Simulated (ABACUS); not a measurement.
**Convergence test for MoS2 (R3m, 3 atoms in the cell; from Materials Project mp-1434)**

```xyz
3
Lattice="1.5921 0.9192 6.4821 -1.5921 0.9192 6.4821 0.0000 -1.8385 6.4821" Properties=species:S:1:pos:R:3 pbc="T T T"
Mo     0.0000     0.0000    19.4420
S      0.0000     0.0000     8.0301
S      0.0000     0.0000     4.9258
```

Method: PBE, numerical atomic orbitals TZP (confined pseudo-atomic orbitals with Gaussian additions; energy shift 0.01 Ry), PseudoDojo 0.5 standard norm-conserving PBE (tails mended) pseudopotentials (ABACUS 3.10.1).

The atom-centred basis is finite, which shifts total energies, pressures, gaps and forces against plane waves. The structure comes from a collection of computed structures, made at another level of theory; the collection holds predicted forms beside known ones.

Held fixed: basis = TZP numerical atomic orbitals, energy shift 0.01 Ry; basis_type = lcao; dft_functional = PBE; ecutwfc = 100 Ry; smearing_method = gaussian; smearing_sigma = 0.000734986 Ry; potentials = PseudoDojo 0.5 standard norm-conserving PBE (tails mended); symmetry = 1; symmetry_prec = 1e-05; ks_solver = genelpa; scf_nmax = 100; scf_thr = 1.0e-07; mixing_type = broyden; mixing_beta = 0.7.

ΔF is the free energy per atom less that of the last row (Gamma 24 24 24 0 0 0).

The series runs over KPT = Gamma 1 1 1 0 0 0; Gamma 2 2 2 0 0 0; Gamma 3 3 3 0 0 0; Gamma 4 4 4 0 0 0; Gamma 5 5 5 0 0 0; Gamma 6 6 6 0 0 0; Gamma 7 7 7 0 0 0; Gamma 8 8 8 0 0 0; Gamma 10 10 10 0 0 0; Gamma 11 11 11 0 0 0; Gamma 12 12 12 0 0 0; Gamma 13 13 13 0 0 0; Gamma 16 16 16 0 0 0; Gamma 19 19 19 0 0 0; Gamma 24 24 24 0 0 0.

Question: From which setting on does every force vector stay within 0.01 eV/Å of the last one?

Answer: From KPT = Gamma 5 5 5 0 0 0 on; the one before it is off by 0.025 eV/Å.

Question: From which setting on does the energy stay within 10 meV/atom of the last one?

Answer: From KPT = Gamma 5 5 5 0 0 0 on; the one before it is off by 18 meV/atom.

```json
[
 {"KPT": "Gamma 1 1 1 0 0 0", "ΔF (meV/atom)": "2742.7", "pressure (GPa)": "15.48", "largest force (eV/Å)": "3.319", "largest change of a force vector from the last row (eV/Å)": "3.668", "k-points": "1", "iterations": "12"},
 {"KPT": "Gamma 2 2 2 0 0 0", "ΔF (meV/atom)": "287.7", "pressure (GPa)": "3.93", "largest force (eV/Å)": "0.830", "largest change of a force vector from the last row (eV/Å)": "0.480", "k-points": "4", "iterations": "12"},
 {"KPT": "Gamma 3 3 3 0 0 0", "ΔF (meV/atom)": "-5.1", "pressure (GPa)": "1.65", "largest force (eV/Å)": "0.184", "largest change of a force vector from the last row (eV/Å)": "0.168", "k-points": "6", "iterations": "11"},
 {"KPT": "Gamma 4 4 4 0 0 0", "ΔF (meV/atom)": "-17.9", "pressure (GPa)": "1.32", "largest force (eV/Å)": "0.326", "largest change of a force vector from the last row (eV/Å)": "0.025", "k-points": "13", "iterations": "12"},
 {"KPT": "Gamma 5 5 5 0 0 0", "ΔF (meV/atom)": "0.61", "pressure (GPa)": "1.73", "largest force (eV/Å)": "0.355", "largest change of a force vector from the last row (eV/Å)": "0.006", "k-points": "19", "iterations": "12"},
 {"KPT": "Gamma 6 6 6 0 0 0", "ΔF (meV/atom)": "0.30", "pressure (GPa)": "1.69", "largest force (eV/Å)": "0.355", "largest change of a force vector from the last row (eV/Å)": "0.005", "k-points": "32", "iterations": "12"},
 {"KPT": "Gamma 7 7 7 0 0 0", "ΔF (meV/atom)": "-0.07", "pressure (GPa)": "1.68", "largest force (eV/Å)": "0.349", "largest change of a force vector from the last row (eV/Å)": "0.001", "k-points": "44", "iterations": "12"},
 {"KPT": "Gamma 8 8 8 0 0 0", "ΔF (meV/atom)": "0.09", "pressure (GPa)": "1.69", "largest force (eV/Å)": "0.350", "largest change of a force vector from the last row (eV/Å)": "0.000", "k-points": "65", "iterations": "12"},
 {"KPT": "Gamma 10 10 10 0 0 0", "ΔF (meV/atom)": "-0.01", "pressure (GPa)": "1.68", "largest force (eV/Å)": "0.349", "largest change of a force vector from the last row (eV/Å)": "0.000", "k-points": "116", "iterations": "11"},
 {"KPT": "Gamma 11 11 11 0 0 0", "ΔF (meV/atom)": "0.00", "pressure (GPa)": "1.68", "largest force (eV/Å)": "0.350", "largest change of a force vector from the last row (eV/Å)": "0.000", "k-points": "146", "iterations": "12"},
 {"KPT": "Gamma 12 12 12 0 0 0", "ΔF (meV/atom)": "0.00", "pressure (GPa)": "1.68", "largest force (eV/Å)": "0.350", "largest change of a force vector from the last row (eV/Å)": "0.000", "k-points": "189", "iterations": "12"},
 {"KPT": "Gamma 13 13 13 0 0 0", "ΔF (meV/atom)": "0.00", "pressure (GPa)": "1.68", "largest force (eV/Å)": "0.349", "largest change of a force vector from the last row (eV/Å)": "0.000", "k-points": "231", "iterations": "11"},
 {"KPT": "Gamma 16 16 16 0 0 0", "ΔF (meV/atom)": "0.00", "pressure (GPa)": "1.68", "largest force (eV/Å)": "0.349", "largest change of a force vector from the last row (eV/Å)": "0.000", "k-points": "417", "iterations": "12"},
 {"KPT": "Gamma 19 19 19 0 0 0", "ΔF (meV/atom)": "0.00", "pressure (GPa)": "1.68", "largest force (eV/Å)": "0.349", "largest change of a force vector from the last row (eV/Å)": "0.000", "k-points": "670", "iterations": "12"},
 {"KPT": "Gamma 24 24 24 0 0 0", "ΔF (meV/atom)": "0.00", "pressure (GPa)": "1.68", "largest force (eV/Å)": "0.349", "largest change of a force vector from the last row (eV/Å)": "0.000", "k-points": "1313", "iterations": "12"}
]
```

The atomic orbitals were generated for these runs; they are not ABACUS's published sets and were checked against plane waves on a few crystals only.

“Tails mended”: in these copies of the files the far tail of each local potential was reset to the Coulomb form.
